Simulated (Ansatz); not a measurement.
Input and output for Be (fcc type): DFT, PBEsol, all-electron LAPW, scalar-relativistic (Ansatz 0.2.0).

The cell comes from a relaxation on PAW files under the same functional, begun from a prototype that needn't be the stable phase.

Command: `ansatz run input.yaml --threads 1 --pin off --max-ram 2048MiB --backend cpu --events-out ev --progress --plain --runs-dir out` It took 5.7 s on 1 thread of Arm Neoverse V1 (shared host), peak memory 0.23 GiB.

```yaml
crystal:
  lattice:
    - [0.0, 1.5735642943, 1.5735642943]
    - [1.5735642943, 0.0, 1.5735642943]
    - [1.5735642943, 1.5735642943, 0.0]
  atoms:
    - { symbol: Be, position: [0.0, 0.0, 0.0] }
kpoints:
  mp_grid: { grid: [23, 23, 23] }
  band_path:
    path:
      - [0.0, 0.0, 0.0]
      - [0.5, 0.0, 0.5]
      - [0.625, 0.25, 0.625]
      - [0.375, 0.375, 0.75]
      - [0.0, 0.0, 0.0]
      - [0.5, 0.5, 0.5]
      - [0.5, 0.25, 0.75]
      - [0.5, 0.0, 0.5]
    npoints: 14
scf:
  occupations: { method: fermi_dirac, width: 0.05 }
hamiltonian:
  xc: pbesol
  pseudopotentials: { kind: all_electron, lapw: { basis_error: 0.001 } }
output:
  forces: true
  stress: true
  eigenvalues: true
  populations: true
  dos: { projected: true, de: 0.2, e_range: [-14, 8] }
```

Output:

```
Be: projections on atomic orbitals take those of the free atom 1s2 2s2, of charge +0.00 (hamiltonian.pseudopotentials.projection_atoms)
LAPW: plane waves up to 6.074 Å⁻¹, error target 1.0e-3 eV per atom; small_component_spin mean_spin; Be in spheres of 1.113 Å, 4 of its electrons in bands, Dirac shells [] (how accurate: hamiltonian.pseudopotentials.lapw.basis_error, Limitations)
Engine: ansatz 0.2.0
Pseudopotentials: kind: all_electron
Pseudopotential: Be, LAPW, valence charge 4, lapw/all_electron/scalar/gaussian/Be, Koelling and Harmon's equation, gaussian nucleus
Functional definition: PBEsol
  exchange = pbesol_x
  correlation = pbesol_c
Crystal: 1 atoms, lattice volume = 7.793 Å³
Basis set: ecut = 140.57425192030573 eV, 27 PW (Γ), exchange–correlation at level 2
Bands: 6, of which v1, the nominal top of the filled ones, is band 2 counted from 1 (1 counted from 0)
Symmetry: 48 space group operations
Space group: Fm-3m (ITA 225), of the structure as read, at distance tolerance 2.0e-5 Å
k-points: 364 of 12167
Non-local potential: Be, projectors of the file, none
Initial density: superposition of atomic densities (chi_scale 0.1, normalization cell)
Initial wavefunctions: plane waves of lowest kinetic energy (no species holds an atomic orbital)
Functional: x = pbesol(κ = 0.804, μ = 0.12345679012345678), c = pbesol(β = 0.046)
iter 1 solved again at ethr=1.15e-5 eV; its pass at ethr=1.00e-1 eV (dr2=4.60e-4 eV) is discarded
SCF iter   1: F=—  HF=-399.429875 eV  |F-HF|=—  |Δ(HF+E_count)|=         —  Δρ=3.62e-3  dr2=4.79e-4  ethr=1.15e-5  ⟨swp⟩=3.7  Hψ=19977  notcnv=0
preconditioner: auto → none  [metal: Δε(μ)=0.083 eV  Ē_g=18.767 eV  σ=0.050 eV  W_gap=0.38  n_scr=0 (ndim 8)  ℏωp=18.8 eV  f_vac=0.000  D(μ)=0.06/eV (n_scr^D=0)]
SCF iter   2: F=—  HF=-399.425339 eV  |F-HF|=—  |Δ(HF+E_count)|=   4.54e-3  Δρ=1.80e-3  dr2=1.21e-4  ethr=1.15e-5  ⟨swp⟩=2.0  Hψ=6203  notcnv=0
iter 3 solved again at ethr=1.68e-8 eV; its pass at ethr=3.01e-6 eV (dr2=6.71e-7 eV) is discarded
SCF iter   3: F=—  HF=-399.424525 eV  |F-HF|=—  |Δ(HF+E_count)|=   8.14e-4  Δρ=1.36e-4  dr2=6.71e-7  ethr=1.68e-8  ⟨swp⟩=2.0  Hψ=10596  notcnv=0
SCF iter   4: F=-399.424527 eV  HF=-399.424527 eV  |F-HF|=7.38e-9  |Δ(HF+E_count)|=   2.26e-6  Δρ=7.16e-6  dr2=1.44e-9  ethr=1.68e-8  ⟨swp⟩=2.0  Hψ=6203  notcnv=0
SCF 1 converged in 4 iterations: F = -399.424527 eV  dr2 = 1.44e-9
NSCF: frozen V_eff on 99 k-points
SCF converged after 4 iterations
Free energy (F): -399.424527 eV
Harris-Foulkes:  -399.424527 eV  (|F-HF|=7.38e-9)
Internal energy: -399.423916 eV  (E = F + TS)
E sigma→0 (E₀):  -399.424222 eV
Entropy (-TS):   -0.000611 eV (-0.611 meV/atom)
Fermi energy:    9.273778 eV
--- Per-component energies (eV) ---
  E_band       = -173.485753
  E_kinetic    = 396.590104
  E_xc         = -76.835906
  E_electrostatic = -719.178115  (all electrons and nuclei)
  E_smearing   = -0.000611  (= −TS)
  E_closure    = 0.000000  (closes the sum)
  E_atoms      = -395.522351  (free atoms, spherical and without spin; not in F)
  Σ components = -399.424527   (vs F -399.424527, Δ=0.00e0)
  Basis errors (estimates in eV, not in F): energy 8.0e-4 per atom: plane waves 8.0e-4 (4.4e-4 summed), levels above the bands 1.8e-196, relativity 2.6e-9, radial functions 5.4e-6, core shells 0.0e0; eigenvalues (radial functions only) 6.0e-4; not estimated: angular momenta, meshes, grids; target (lapw.basis_error) 1.0e-3; muffin-tin radii Be 1.113 Å
--- Forces (eV/Å), atoms counted from 1 ---
  atom   1  Be     0.00000000    -0.00000000    -0.00000000
  max |Σ_I F_I| component: 9.86e-32 eV/Å
--- Stress (GPa, compression-positive) ---
       -0.096564       0.000000       0.000000
        0.000000      -0.096564       0.000000
        0.000000       0.000000      -0.096564
  P = ⅓ Tr σ = -0.0966 GPa (-0.966 kbar)
--- Band table (eV; the first three rows and the last of 364) ---
  k-point 0: bands = ["-90.4453", "-2.6761", "28.8452", "28.8452", "28.8452", "38.5336"]
  k-point 1: bands = ["-90.4448", "-2.6135", "28.3288", "28.7342", "28.7342", "37.6586"]
  k-point 2: bands = ["-90.4434", "-2.4256", "26.8948", "28.4358", "28.4358", "36.8968"]
  k-point 363: bands = ["-90.4097", "9.9141", "10.1610", "12.7424", "19.6592", "34.7365"]
--- Löwdin populations: 1 site ---
  site symbol       q [e]
     0     Be      3.2314
  spilling = 0.192147 (of n_electrons = 4.000000)
```

populations.tsv:

```
# site	symbol	l	j	q
# orbitals = lowdin
# n_electrons = 4.000000
# spilling = 0.192147
# projection_atom_Be: 1s2 2s2
0	Be	0_1S	-	1.995740
0	Be	0_2S	-	1.235672
```

Next run (volume at 0.95 of the series' base cell), as changes to the input before:

```diff
   lattice:
-    - [0.0, 1.5735642943, 1.5735642943]
-    - [1.5735642943, 0.0, 1.5735642943]
-    - [1.5735642943, 1.5735642943, 0.0]
+    - [0.0, 1.5468885597, 1.5468885597]
+    - [1.5468885597, 0.0, 1.5468885597]
+    - [1.5468885597, 1.5468885597, 0.0]
   atoms:
-    npoints: 14
+    npoints: 8
 scf:
```

Command: `ansatz run input.yaml --threads 1 --pin off --max-ram 2048MiB --backend cpu --events-out ev --progress --plain --runs-dir out` It took 5.5 s on 1 thread of Arm Neoverse V1, with other jobs on the host, peak memory 0.23 GiB.

Results part of the output:

```
SCF 1 converged in 4 iterations: F = -399.416921 eV  dr2 = 1.07e-9
NSCF: frozen V_eff on 57 k-points
SCF converged after 4 iterations
Free energy (F): -399.416921 eV
Harris-Foulkes:  -399.416921 eV  (|F-HF|=5.87e-9)
Internal energy: -399.416484 eV  (E = F + TS)
E sigma→0 (E₀):  -399.416702 eV
Entropy (-TS):   -0.000438 eV (-0.438 meV/atom)
Fermi energy:    9.835069 eV
--- Per-component energies (eV) ---
  E_band       = -171.487218
  E_kinetic    = 397.508006
  E_xc         = -77.131023
  E_electrostatic = -719.793467  (all electrons and nuclei)
  E_smearing   = -0.000438  (= −TS)
  E_closure    = 0.000000  (closes the sum)
  E_atoms      = -395.522351  (free atoms, spherical and without spin; not in F)
  Σ components = -399.416921   (vs F -399.416921, Δ=0.00e0)
  Basis errors (estimates in eV, not in F): energy 7.2e-4 per atom: plane waves 7.1e-4 (3.9e-4 summed), levels above the bands 1.5e-204, relativity 4.6e-9, radial functions 5.6e-6, core shells 0.0e0; eigenvalues (radial functions only) 6.1e-4; not estimated: angular momenta, meshes, grids; target (lapw.basis_error) 1.0e-3; muffin-tin radii Be 1.094 Å
--- Forces (eV/Å), atoms counted from 1 ---
  atom   1  Be     0.00000000    -0.00000000     0.00000000
  max |Σ_I F_I| component: 1.89e-31 eV/Å
--- Stress (GPa, compression-positive) ---
        6.716799       0.000000       0.000000
        0.000000       6.716799       0.000000
        0.000000       0.000000       6.716799
  P = ⅓ Tr σ = 6.7168 GPa (67.168 kbar)
--- Band table (eV; the first three rows and the last of 364) ---
  k-point 0: bands = ["-89.8113", "-2.4434", "30.1952", "30.1952", "30.1952", "40.0259"]
  k-point 1: bands = ["-89.8107", "-2.3797", "29.6499", "30.0774", "30.0774", "39.1208"]
  k-point 2: bands = ["-89.8089", "-2.1886", "28.1413", "29.7618", "29.7618", "38.3545"]
  k-point 363: bands = ["-89.7673", "10.4551", "10.7082", "13.3615", "20.8615", "36.2198"]
--- Löwdin populations: 1 site ---
  site symbol       q [e]
     0     Be      3.2339
  spilling = 0.191536 (of n_electrons = 4.000000)
```

Next run (volume at 0.85 of the series' base cell), as changes to the input before:

```diff
   lattice:
-    - [0.0, 1.5468885597, 1.5468885597]
-    - [1.5468885597, 0.0, 1.5468885597]
-    - [1.5468885597, 1.5468885597, 0.0]
+    - [0.0, 1.4905874752, 1.4905874752]
+    - [1.4905874752, 0.0, 1.4905874752]
+    - [1.4905874752, 1.4905874752, 0.0]
   atoms:
   mp_grid: { grid: [23, 23, 23] }
-  band_path:
-    path:
-      - [0.0, 0.0, 0.0]
-      - [0.5, 0.0, 0.5]
-      - [0.625, 0.25, 0.625]
-      - [0.375, 0.375, 0.75]
-      - [0.0, 0.0, 0.0]
-      - [0.5, 0.5, 0.5]
-      - [0.5, 0.25, 0.75]
-      - [0.5, 0.0, 0.5]
-    npoints: 8
 scf:
   populations: true
-  dos: { projected: true, de: 0.2, e_range: [-14, 8] }
```

Results part of the output:

```
SCF 1 converged in 4 iterations: F = -399.340845 eV  dr2 = 4.34e-10
SCF converged after 4 iterations
Free energy (F): -399.340845 eV
Harris-Foulkes:  -399.340845 eV  (|F-HF|=3.11e-9)
Internal energy: -399.340506 eV  (E = F + TS)
E sigma→0 (E₀):  -399.340675 eV
Entropy (-TS):   -0.000339 eV (-0.339 meV/atom)
Fermi energy:    11.034463 eV
--- Per-component energies (eV) ---
  E_band       = -166.943426
  E_kinetic    = 399.693820
  E_xc         = -77.798282
  E_electrostatic = -721.236045  (all electrons and nuclei)
  E_smearing   = -0.000339  (= −TS)
  E_closure    = 0.000000  (closes the sum)
  E_atoms      = -395.522351  (free atoms, spherical and without spin; not in F)
  Σ components = -399.340845   (vs F -399.340845, Δ=0.00e0)
  Basis errors (estimates in eV, not in F): energy 6.2e-4 per atom: plane waves 6.2e-4 (3.3e-4 summed), levels above the bands 1.3e-223, relativity 1.9e-9, radial functions 6.2e-6, core shells 0.0e0; eigenvalues (radial functions only) 6.4e-4; not estimated: angular momenta, meshes, grids; target (lapw.basis_error) 1.0e-3; muffin-tin radii Be 1.054 Å
--- Forces (eV/Å), atoms counted from 1 ---
  atom   1  Be     0.00000000    -0.00000000    -0.00000000
  max |Σ_I F_I| component: 1.64e-31 eV/Å
--- Stress (GPa, compression-positive) ---
       26.096874      -0.000000      -0.000000
       -0.000000      26.096874      -0.000000
       -0.000000      -0.000000      26.096874
  P = ⅓ Tr σ = 26.0969 GPa (260.969 kbar)
--- Band table (eV; the first three rows and the last of 364) ---
  k-point 0: bands = ["-88.3922", "-1.8733", "33.2970", "33.2970", "33.2970", "43.4494"]
  k-point 1: bands = ["-88.3912", "-1.8075", "32.6838", "33.1633", "33.1633", "42.4762"]
  k-point 2: bands = ["-88.3884", "-1.6100", "31.0015", "32.8073", "32.8073", "41.7024"]
  k-point 363: bands = ["-88.3233", "11.6998", "11.9661", "14.7825", "23.6478", "39.6275"]
--- Löwdin populations: 1 site ---
  site symbol       q [e]
     0     Be      3.2434
  spilling = 0.189162 (of n_electrons = 4.000000)
```

Next run (volume at 0.75 of the series' base cell), as changes to the input before:

```diff
   lattice:
-    - [0.0, 1.4905874752, 1.4905874752]
-    - [1.4905874752, 0.0, 1.4905874752]
-    - [1.4905874752, 1.4905874752, 0.0]
+    - [0.0, 1.4296780417, 1.4296780417]
+    - [1.4296780417, 0.0, 1.4296780417]
+    - [1.4296780417, 1.4296780417, 0.0]
   atoms:
```

Results part of the output:

```
SCF 1 converged in 4 iterations: F = -399.144886 eV  dr2 = 1.84e-10
SCF converged after 4 iterations
Free energy (F): -399.144886 eV
Harris-Foulkes:  -399.144886 eV  (|F-HF|=9.35e-10)
Internal energy: -399.144609 eV  (E = F + TS)
E sigma→0 (E₀):  -399.144748 eV
Entropy (-TS):   -0.000277 eV (-0.277 meV/atom)
Fermi energy:    12.490093 eV
--- Per-component energies (eV) ---
  E_band       = -161.470405
  E_kinetic    = 402.448891
  E_xc         = -78.592008
  E_electrostatic = -723.001492  (all electrons and nuclei)
  E_smearing   = -0.000277  (= −TS)
  E_closure    = 0.000000  (closes the sum)
  E_atoms      = -395.522351  (free atoms, spherical and without spin; not in F)
  Σ components = -399.144886   (vs F -399.144886, Δ=0.00e0)
  Basis errors (estimates in eV, not in F): energy 5.6e-4 per atom: plane waves 5.6e-4 (2.9e-4 summed), levels above the bands 7.0e-247, relativity 1.2e-9, radial functions 6.1e-6, core shells 0.0e0; eigenvalues (radial functions only) 5.7e-5; not estimated: angular momenta, meshes, grids; target (lapw.basis_error) 1.0e-3; muffin-tin radii Be 1.011 Å
--- Forces (eV/Å), atoms counted from 1 ---
  atom   1  Be     0.00000000    -0.00000000     0.00000000
  max |Σ_I F_I| component: 1.64e-31 eV/Å
--- Stress (GPa, compression-positive) ---
       57.011351       0.000000      -0.000000
        0.000000      57.011351       0.000000
       -0.000000       0.000000      57.011351
  P = ⅓ Tr σ = 57.0114 GPa (570.114 kbar)
--- Band table (eV; the first three rows and the last of 364) ---
  k-point 0: bands = ["-86.7264", "-1.1084", "37.0927", "37.0927", "37.0927", "47.6289"]
  k-point 1: bands = ["-86.7248", "-1.0408", "36.3937", "36.9388", "36.9388", "46.5746"]
  k-point 2: bands = ["-86.7202", "-0.8377", "34.4949", "36.5319", "36.5319", "45.7966"]
  k-point 363: bands = ["-86.6145", "13.2261", "13.5076", "16.5212", "27.0998", "43.7968"]
--- Löwdin populations: 1 site ---
  site symbol       q [e]
     0     Be      3.2563
  spilling = 0.185934 (of n_electrons = 4.000000)
```

Next run (volume at 0.65 of the series' base cell), as changes to the input before:

```diff
   lattice:
-    - [0.0, 1.4296780417, 1.4296780417]
-    - [1.4296780417, 0.0, 1.4296780417]
-    - [1.4296780417, 1.4296780417, 0.0]
+    - [0.0, 1.3630829265, 1.3630829265]
+    - [1.3630829265, 0.0, 1.3630829265]
+    - [1.3630829265, 1.3630829265, 0.0]
   atoms:
```

Command: `ansatz run input.yaml --threads 1 --pin off --max-ram 2048MiB --backend cpu --events-out ev --progress --plain --runs-dir out` It took 5.7 s on 1 thread of Arm Neoverse V1 (shared host), peak memory 0.23 GiB.

Results part of the output:

```
SCF 1 converged in 4 iterations: F = -398.754034 eV  dr2 = 5.16e-10
SCF converged after 4 iterations
Free energy (F): -398.754034 eV
Harris-Foulkes:  -398.754034 eV  (|F-HF|=3.55e-10)
Internal energy: -398.753808 eV  (E = F + TS)
E sigma→0 (E₀):  -398.753921 eV
Entropy (-TS):   -0.000226 eV (-0.226 meV/atom)
Fermi energy:    14.312332 eV
--- Per-component energies (eV) ---
  E_band       = -154.707723
  E_kinetic    = 406.021601
  E_xc         = -79.558910
  E_electrostatic = -725.216499  (all electrons and nuclei)
  E_smearing   = -0.000226  (= −TS)
  E_closure    = 0.000000  (closes the sum)
  E_atoms      = -395.522351  (free atoms, spherical and without spin; not in F)
  Σ components = -398.754034   (vs F -398.754034, Δ=0.00e0)
  Basis errors (estimates in eV, not in F): energy 4.7e-4 per atom: plane waves 4.6e-4 (2.4e-4 summed), levels above the bands 3.8e-276, relativity 1.6e-9, radial functions 6.5e-6, core shells 0.0e0; eigenvalues (radial functions only) 6.4e-5; not estimated: angular momenta, meshes, grids; target (lapw.basis_error) 1.0e-3; muffin-tin radii Be 0.964 Å
--- Forces (eV/Å), atoms counted from 1 ---
  atom   1  Be     0.00000000    -0.00000000     0.00000000
  max |Σ_I F_I| component: 2.79e-31 eV/Å
--- Stress (GPa, compression-positive) ---
      108.220108      -0.000000       0.000000
       -0.000000     108.220108       0.000000
        0.000000       0.000000     108.220108
  P = ⅓ Tr σ = 108.2201 GPa (1082.201 kbar)
--- Band table (eV; the first three rows and the last of 364) ---
  k-point 0: bands = ["-84.7362", "-0.0414", "41.8648", "41.8648", "41.8648", "52.8707"]
  k-point 1: bands = ["-84.7336", "0.0273", "41.0537", "41.6841", "41.6841", "51.7168"]
  k-point 2: bands = ["-84.7258", "0.2337", "38.8780", "41.2109", "41.2109", "50.9400"]
  k-point 363: bands = ["-84.5462", "15.1491", "15.4480", "18.7063", "31.4992", "49.0371"]
--- Löwdin populations: 1 site ---
  site symbol       q [e]
     0     Be      3.2737
  spilling = 0.181586 (of n_electrons = 4.000000)
```

Next run (volume at 0.55 of the series' base cell), as changes to the input before:

```diff
   lattice:
-    - [0.0, 1.3630829265, 1.3630829265]
-    - [1.3630829265, 0.0, 1.3630829265]
-    - [1.3630829265, 1.3630829265, 0.0]
+    - [0.0, 1.289254697, 1.289254697]
+    - [1.289254697, 0.0, 1.289254697]
+    - [1.289254697, 1.289254697, 0.0]
   atoms:
```

Command: `ansatz run input.yaml --threads 1 --pin off --max-ram 2048MiB --backend cpu --events-out ev --progress --plain --runs-dir out` It took 6.1 s on 1 thread of Arm Neoverse V1 (shared host), peak memory 0.24 GiB.

Results part of the output:

```
SCF 1 converged in 4 iterations: F = -398.031150 eV  dr2 = 1.15e-9
SCF converged after 4 iterations
Free energy (F): -398.031150 eV
Harris-Foulkes:  -398.031150 eV  (|F-HF|=8.86e-10)
Internal energy: -398.030951 eV  (E = F + TS)
E sigma→0 (E₀):  -398.031051 eV
Entropy (-TS):   -0.000199 eV (-0.199 meV/atom)
Fermi energy:    16.683637 eV
--- Per-component energies (eV) ---
  E_band       = -146.063450
  E_kinetic    = 410.839641
  E_xc         = -80.775005
  E_electrostatic = -728.095588  (all electrons and nuclei)
  E_smearing   = -0.000199  (= −TS)
  E_closure    = 0.000000  (closes the sum)
  E_atoms      = -395.522351  (free atoms, spherical and without spin; not in F)
  Σ components = -398.031150   (vs F -398.031150, Δ=0.00e0)
  Basis errors (estimates in eV, not in F): energy 4.3e-4 per atom: plane waves 4.2e-4 (2.2e-4 summed), levels above the bands 0.0e0, relativity 2.1e-9, radial functions 4.0e-6, core shells 0.0e0; eigenvalues (radial functions only) 6.5e-5; not estimated: angular momenta, meshes, grids; target (lapw.basis_error) 1.0e-3; muffin-tin radii Be 0.912 Å
--- Forces (eV/Å), atoms counted from 1 ---
  atom   1  Be     0.00000000    -0.00000000    -0.00000000
  max |Σ_I F_I| component: 2.79e-31 eV/Å
--- Stress (GPa, compression-positive) ---
      197.879005       0.000000      -0.000000
        0.000000     197.879005      -0.000000
       -0.000000      -0.000000     197.879005
  P = ⅓ Tr σ = 197.8790 GPa (1978.790 kbar)
--- Band table (eV; the first three rows and the last of 364) ---
  k-point 0: bands = ["-82.3074", "1.5251", "48.0811", "48.0811", "48.0811", "59.6782"]
  k-point 1: bands = ["-82.3026", "1.5931", "47.1182", "47.8641", "47.8641", "58.4003"]
  k-point 2: bands = ["-82.2885", "1.7974", "44.5736", "47.3018", "47.3018", "57.6334"]
  k-point 363: bands = ["-81.9657", "17.6600", "17.9793", "21.5515", "37.3174", "55.8581"]
--- Löwdin populations: 1 site ---
  site symbol       q [e]
     0     Be      3.2977
  spilling = 0.175580 (of n_electrons = 4.000000)
```

The structure type is held throughout; the real material can change phase at far lower pressure.
